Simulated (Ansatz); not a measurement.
MgO:
```xyz
2
Lattice="2.6234 0.0000 0.0000 0.0000 2.6234 0.0000 0.0000 0.0000 2.6234" Properties=species:S:1:pos:R:3 pbc="T T T"
Mg     0.0000     0.0000     0.0000
O      1.3117     1.3117     1.3117
```

Relaxed with r²SCAN.

Problem. Map the electron localisation function on the plane through (0.000, 0.000, 0.000) spanned by u = [1, 0, 0] and v = [0, 1, 1] in lattice vectors, from r²SCAN in the plane-wave PAW code Ansatz.

Solution. x is the fraction of u, y of v (the angle between them is 90°; rows are the nearest grid lines); atoms in the plane: Mg at (0.00, 0.00), O at (0.50, 0.50).
```
|12453000000035421|
|23442000000024432|
|44430000100003444|
|43200012321000234|
|00000356665300000|
|00025788888752000|
|01368999999986310|
|01479999999997410|
|01589997779998510|
|01589974347998510|
|01589974347998510|
|01589997779998510|
|01479999999997410|
|01368999999986310|
|00025788888752000|
|00000356665300000|
|43200012321000234|
|44430000100003444|
|23442000000024432|
|12453000000035421|
```
Scale: ten equal steps from 0.020 (start of '0') to 0.827 (end of '9'), in the order '0123456789'; x runs from 0.000 to 1.00, y from 0.000 (bottom) to 1.00 (top).

The density is the valence pseudo-density with augmentation charge, so density and ELF within about 1 Å of a nucleus are not all-electron values.

Space group Pm-3m (CsCl type). This is a known high-pressure phase of the composition, computed here at zero pressure and temperature. Symmetry was held in the r²SCAN relaxation. At this level the phase is mechanically unstable.

Potentials: the later of the program's two PAW sets.
